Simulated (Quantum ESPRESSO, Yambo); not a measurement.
K2RhAgF6 (space group Fm-3m, No. 225): one geometry, one set of norm-conserving PBEsol (Quantum ESPRESSO, 88 Ry, no spin-orbit coupling) orbitals, self-energies from Yambo (2×2×2 Γ-centred k mesh, bands 9 to 328 and a 8 Ry block in the screening, 328 bands in G with the Bruneval-Gonze terminator, plasmon pole fitted at 27.2 eV).

| level | gap X → X (eV) |
|---|---|
| PBEsol (Quantum ESPRESSO) | 1.14 |
| exchange only (Hartree-Fock self-energy on PBEsol orbitals) | 13.18 |
| static COHSEX@PBEsol | (withheld) |
| G0W0@PBEsol, plasmon pole | (withheld) |

Problem. Some entries are withheld; supply them.

Solution. 
- static COHSEX@PBEsol, gap X → X (eV): 4.10
- G0W0@PBEsol, plasmon pole, gap X → X (eV): 3.41

Bare exchange has no screening and gives the widest gap; static COHSEX screens it but leaves out the frequency dependence, which G0W0 restores.

Convergence of the G0W0 settings was not tested. The k mesh is coarse.

Geometry of the Materials Project entry, not relaxed at this level; primitive cell a = 6.191 Å, b = 6.191 Å, c = 6.191 Å, α = 60.00°, β = 60.00°, γ = 60.00°.

The structure is a Materials Project entry; no match was found in the copy of COD used, and its stability was not checked.
